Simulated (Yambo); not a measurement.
G0W0@PBEsol for CdS (wurtzite, space group P6_3mc, No. 186) in Yambo. Reference settings: 3×3×2 Γ-centred k mesh, bands 17 to 236 and a 6 Ry block in the screening, 236 bands in G with the Bruneval-Gonze terminator, plasmon pole fitted at 27.2 eV. The PBEsol gap Γ → Γ on this mesh is 1.08 eV; G0W0 gaps are taken between the same points.

With and without the terminator, as bands are cut:

```csv
bands in G (in W),"gap, terminator (eV)","gap, none (eV)","valence shift, terminator (eV)","valence shift, none (eV)"
106 (236),2.207,2.088,-0.550,-0.043
162 (236),2.193,2.104,-0.622,-0.343
236 (236),2.193,2.135,-0.648,-0.490
```

Over this range the gap spans 0.014 eV with the terminator and 0.047 eV without, the valence shift 0.098 eV and 0.447 eV. Neither column has reached its limit for certain.

Spin-orbit coupling is included.

Geometry relaxed with PBEsol; primitive cell a = b = 4.1251 Å, c = 6.7092 Å, α = β = 90.00°, γ = 120.00°.

A shift is the quasiparticle energy of the state minus its PBEsol energy.
